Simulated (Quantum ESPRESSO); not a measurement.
MgAl3N3O, input and log of a self-consistent run

A calculation, not a measurement. The program is pw.x of Quantum ESPRESSO 7.5 (plane-wave density functional theory). The cell is made up: 8 atoms on a rocksalt lattice, with randomly drawn elements, strain and displacements, not relaxed. PseudoDojo standard norm-conserving files (v0.5 for PBE, v0.4.1 for LDA and PBEsol) set the functional; there is no spin polarisation, spin-orbit coupling or dispersion term, and the masses in the input are unused placeholders.

Input:

```
&control calculation='scf', pseudo_dir='./dojo.nc.sr.pbe.v0_5.standard.upf', outdir='./o', disk_io='medium', tprnfor=.true., tstress=.true. /
&system ibrav=0, nat=8, ntyp=4, nbnd=26, ecutwfc=84.00895049, nosym=.true., tot_charge=0,
 occupations='smearing', smearing='fd', degauss=0.0018374661
/
&electrons conv_thr=7.350e-09, electron_maxstep=60, /
ATOMIC_SPECIES
Al 1.0 Al.upf
Mg 1.0 Mg.upf
N 1.0 N.upf
O 1.0 O.upf
CELL_PARAMETERS angstrom
4.0193 0.003 0.0475
0.003 4.0929 0.0246
0.0475 0.0246 4.0102
ATOMIC_POSITIONS angstrom
Mg -0.0073 -0.0324 -0.0541
Al -0.0249 2.0497 2.0435
Al 2.0042 -0.0151 2.086
Al 1.9795 2.0195 0.0307
N 2.0437 -0.0672 -0.0523
N 2.023 2.1195 2.023
O 4.0179 0.0302 1.9887
N 4.0421 2.113 0.1061
K_POINTS automatic
4 4 4 1 1 1
```

The log is shortened where brackets say so; the opening notice, blank lines, dates and the lines on written files are dropped, and the path of the files is cut. It prints rydbergs, bohrs and kilobars, and counts compression as positive stress. With no partly filled state, the Fermi energy that it prints is only some level between the filled and the empty states on the mesh, and need not lie in the true gap.

```
     Program PWSCF v.7.5
     Parallel version (MPI & OpenMP), running on       1 processor cores
     Number of MPI processes:                 1
     Threads/MPI process:                     1
     [start-up lines left out]
     bravais-lattice index     =            0
     lattice parameter (alat)  =       7.5959  a.u.
     unit-cell volume          =     445.1098 (a.u.)^3
     number of atoms/cell      =            8
     number of atomic types    =            4
     number of electrons       =        40.00
     number of Kohn-Sham states=           26
     kinetic-energy cutoff     =      84.0090  Ry
     charge density cutoff     =     336.0358  Ry
     scf convergence threshold =      7.3E-09
     mixing beta               =       0.7000
     number of iterations used =            8  plain     mixing
     Exchange-correlation= PBE
                           (   1   4   3   4   0   0   0)
     [axes and pseudopotential details left out]
   Cartesian axes
     site n.     atom                  positions (alat units)
         1        Mg     tau(   1) = (  -0.0018161  -0.0080605  -0.0134591  )
         2        Al     tau(   2) = (  -0.0061947   0.5099287   0.5083862  )
         3        Al     tau(   3) = (   0.4986091  -0.0037566   0.5189595  )
         4        Al     tau(   4) = (   0.4924642   0.5024155   0.0076376  )
         5        N      tau(   5) = (   0.5084360  -0.0167182  -0.0130113  )
         6        N      tau(   6) = (   0.5032862   0.5272937   0.5032862  )
         7        O      tau(   7) = (   0.9995816   0.0075132   0.4947530  )
         8        N      tau(   8) = (   1.0056021   0.5256766   0.0263958  )
     number of k points=    32  Fermi-Dirac smearing, width (Ry)=  0.0018
                       cart. coord. in units 2pi/alat
        k(    1) = (   0.1234632   0.1219305   0.1230821), wk =   0.0625000
        k(    2) = (   0.1205024   0.1204263   0.3737112), wk =   0.0625000
     [further k points left out]
     Dense  grid:    46281 G-vectors     FFT dimensions: (  45,  45,  45)
     Estimated max dynamical RAM per process >      56.01 MB
     Initial potential from superposition of free atoms
     starting charge      39.9918, renormalised to      40.0000
     Starting wfcs are   33 randomized atomic wfcs
     total cpu time spent up to now is        2.7 secs
     per-process dynamical memory:    43.6 Mb
     Self-consistent Calculation
     iteration #  1     ecut=    84.01 Ry     beta= 0.70
     Davidson diagonalization with overlap
     ethr =  1.00E-02,  avg # of iterations =  5.0
     total cpu time spent up to now is        9.4 secs
     total energy              =    -227.89785769 Ry
     estimated scf accuracy    <       1.83522412 Ry
     iteration #  2     ecut=    84.01 Ry     beta= 0.70
     Davidson diagonalization with overlap
     ethr =  4.59E-03,  avg # of iterations =  2.1
     total cpu time spent up to now is       14.0 secs
     total energy              =    -228.47403419 Ry
     estimated scf accuracy    <       1.09149609 Ry
     iteration #  3     ecut=    84.01 Ry     beta= 0.70
     Davidson diagonalization with overlap
     ethr =  2.73E-03,  avg # of iterations =  2.0
     total cpu time spent up to now is       18.5 secs
     total energy              =    -228.65137503 Ry
     estimated scf accuracy    <       0.02057372 Ry
     iteration #  4     ecut=    84.01 Ry     beta= 0.70
     Davidson diagonalization with overlap
     ethr =  5.14E-05,  avg # of iterations =  7.8
     total cpu time spent up to now is       26.1 secs
     total energy              =    -228.66114206 Ry
     estimated scf accuracy    <       0.00561103 Ry
     iteration #  5     ecut=    84.01 Ry     beta= 0.70
     Davidson diagonalization with overlap
     ethr =  1.40E-05,  avg # of iterations =  3.3
     total cpu time spent up to now is       32.0 secs
     total energy              =    -228.66173702 Ry
     estimated scf accuracy    <       0.00186580 Ry
     iteration #  6     ecut=    84.01 Ry     beta= 0.70
     Davidson diagonalization with overlap
     ethr =  4.66E-06,  avg # of iterations =  2.8
     total cpu time spent up to now is       36.9 secs
     total energy              =    -228.66163231 Ry
     estimated scf accuracy    <       0.00047370 Ry
     iteration #  7     ecut=    84.01 Ry     beta= 0.70
     Davidson diagonalization with overlap
     ethr =  1.18E-06,  avg # of iterations =  3.4
     total cpu time spent up to now is       44.3 secs
     total energy              =    -228.66174091 Ry
     estimated scf accuracy    <       0.00000259 Ry
     iteration #  8     ecut=    84.01 Ry     beta= 0.70
     Davidson diagonalization with overlap
     ethr =  6.48E-09,  avg # of iterations =  5.0
     total cpu time spent up to now is       52.9 secs
     total energy              =    -228.66174521 Ry
     estimated scf accuracy    <       0.00000244 Ry
     iteration #  9     ecut=    84.01 Ry     beta= 0.70
     Davidson diagonalization with overlap
     ethr =  6.09E-09,  avg # of iterations =  2.0
     total cpu time spent up to now is       57.3 secs
     total energy              =    -228.66174529 Ry
     estimated scf accuracy    <       0.00000038 Ry
     iteration # 10     ecut=    84.01 Ry     beta= 0.70
     Davidson diagonalization with overlap
     ethr =  9.52E-10,  avg # of iterations =  2.0
     total cpu time spent up to now is       61.9 secs
     End of self-consistent calculation
          k = 0.1235 0.1219 0.1231 (  5777 PWs)   bands (ev):
   -61.4431 -28.3892 -28.2640 -28.2514  -8.6665  -4.4671  -1.8668  -1.4916
     3.9013   4.1751   4.5028   6.4858   7.2834   7.4632   8.2730   8.8058
     9.4794   9.8834  11.0514  11.3594  15.6241  16.5899  17.5102  17.8386
    18.0850  18.3031
     [levels at the other k points left out]
     the Fermi energy is    13.8423 ev
!    total energy              =    -228.66174536 Ry
     estimated scf accuracy    <          6.7E-09 Ry
     smearing contrib. (-TS)   =       0.00000000 Ry
     internal energy E=F+TS    =    -228.66174536 Ry
     The total energy is F=E-TS. E is the sum of the following terms:
     one-electron contribution =     -85.79289464 Ry
     hartree contribution      =      66.87428982 Ry
     xc contribution           =     -50.44329808 Ry
     ewald contribution        =    -159.29984247 Ry
     convergence has been achieved in  10 iterations
     Forces acting on atoms (cartesian axes, Ry/au):
     atom    1 type  2   force =     0.01447724    0.04127995    0.02458683
     atom    2 type  1   force =     0.01796966    0.00572153   -0.01792172
     atom    3 type  1   force =     0.00749527    0.01247247   -0.05935771
     atom    4 type  1   force =     0.01465819    0.00565349    0.00951306
     atom    5 type  3   force =    -0.03920833    0.05464702    0.04090249
     atom    6 type  3   force =    -0.00786129   -0.05079900    0.01148112
     atom    7 type  4   force =     0.01072662    0.01218002    0.02638305
     atom    8 type  3   force =    -0.01825737   -0.08115548   -0.03558712
     Total force =     0.159322     Total SCF correction =     0.000040
     Computing stress (Cartesian axis) and pressure
          total   stress  (Ry/bohr**3)                   (kbar)     P=      158.72
   0.00138396  -0.00002925  -0.00044914          203.59       -4.30      -66.07
  -0.00002925   0.00106827  -0.00021492           -4.30      157.15      -31.62
  -0.00044914  -0.00021492   0.00078468          -66.07      -31.62      115.43
     init_run     :      2.45s CPU      2.62s WALL (       1 calls)
     electrons    :     55.66s CPU     59.28s WALL (       1 calls)
     forces       :      0.89s CPU      0.93s WALL (       1 calls)
     stress       :      3.23s CPU      3.27s WALL (       1 calls)
     [timing details left out]
     PWSCF        :   1m 2.31s CPU   1m 6.25s WALL
     JOB DONE.
```

In other units: free energy -3111.102 eV for the cell, pressure 15.87 GPa, largest force component 2.087 eV/Å. A rerun of this cell at 1437 eV and a 6 x 6 x 6 mesh moved values by no more than 0.004 eV in energy, 0.02 GPa in stress and 0.004 eV/Å in force.